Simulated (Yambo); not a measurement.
Yambo run on CO2 (space group P4_2/mnm, No. 136). The wavefunctions are PBEsol (Quantum ESPRESSO, PseudoDojo norm-conserving, 84 Ry, no spin-orbit coupling) ones on a 4×4×4 mesh (16 occupied bands); a = 4.3778 Å, b = 4.3778 Å, c = 4.7674 Å, α = 90.00°, β = 90.00°, γ = 90.00°.

Yambo input:

```
rim_cut
gw0
dyson
el_el_corr
HF_and_locXC
ppa
em1d
RandQpts= 1000000
RandGvec= 1 Ry
EXXRLvcs= 84 Ry
VXCRLvcs= 336 Ry
Chimod= "HARTREE"
% BndsRnXp
 1 | 79 |
%
NGsBlkXp= 7 Ry
% LongDrXp
 1.0 | 1.0 | 1.0 |
%
PPAPntXp= 27.2114 eV
% GbndRnge
 1 | 79 |
%
GTermKind= "BG"
DysSolver= "n"
ExtendOut
% QPkrange
 1 | 1 | 16 | 17 |
 18 | 18 | 16 | 16 |
%
```

k points by index: 1 = Γ, 18 = A.

Table of the .qp output:

```
#    K-point    Band    Eo [eV]    E [eV]    E-Eo [eV]    Vxc [eV]    Vnlxc [eV]    Sc|Eo [eV]    Sc|E [eV]    dSc/dw|Eo [eV]    Re(Z)    Im(Z)
#
    1    16    -0.371998    -2.674884    -2.302885    -19.29460    -24.81322    2.764707    3.215735    -5.329222    0.836227    -0.990402E-3
    1    17    6.569080    8.122117    1.553037    -9.655300    -5.205035    -2.711456    -2.897227    -3.254831    0.893165    -0.664763E-3
    18    16    0.000000    -2.239549    -2.239549    -19.84897    -25.26328    2.733972    3.174756    -5.355492    0.835553    -0.939989E-3
```
(The two width columns are left out.) Convergence of these settings isn't established.

Geometry relaxed with PBE+D3(BJ).

The structure is a Materials Project entry; no match was found in the copy of COD used, and its stability was not checked.
